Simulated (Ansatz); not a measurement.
AlNi, in the lowest of the structures calculated here: Pm-3m (No. 221), cP2, CsCl type; a = b = c = 2.8621 Å, α = β = γ = 90.00°; Ni 1b (0.500, 0.500, 0.500); Al 1a (0.000, 0.000, 0.000). Calculation: PBEsol (plane waves to 420 eV, PAW, scalar-relativistic; Ansatz, an electronic-structure program). Element references, the lowest calculated here: Ni (Fm-3m, ferromagnetic), Al (Fm-3m).

### Question
Predict the formation energy of this Pm-3m form of AlNi from the elements from PBEsol.

### Answer
-0.67 eV/atom.

### Question
Is it stable against the other phases calculated?

### Answer
Yes: the most favourable decomposition, AlNi → 0.14 AlNi3 + 0.29 Al3Ni2 (Al3Ni2 P-3m1, AlNi3 Pm-3m), costs 0.10 eV/atom.

### Question
Over what range of chemical potentials is AlNi stable among the phases calculated here? Give the corners of its window as Δμ = μ − μ(element).

### Answer
| in equilibrium with | Δμ(Al) (eV) | Δμ(Ni) (eV) |
|---|---|---|
| Al3Ni2 | -0.42 | -0.93 |
| AlNi3 | -1.13 | -0.22 |

At every corner Σ nΔμ equals the formation energy, about -1.3 eV per formula unit; the corners carry the error of several atoms' energies, a few 0.01 eV.

Hull of the energies calculated here, no anion corrections, zero temperature, no zero-point energy; an uncalculated phase could lie lower. Values are rounded to 0.01 eV/atom. Spin states reached: non-magnetic, ferromagnetic; non-magnetic ones ran without spin or lost their moments; spin orders were not searched systematically.
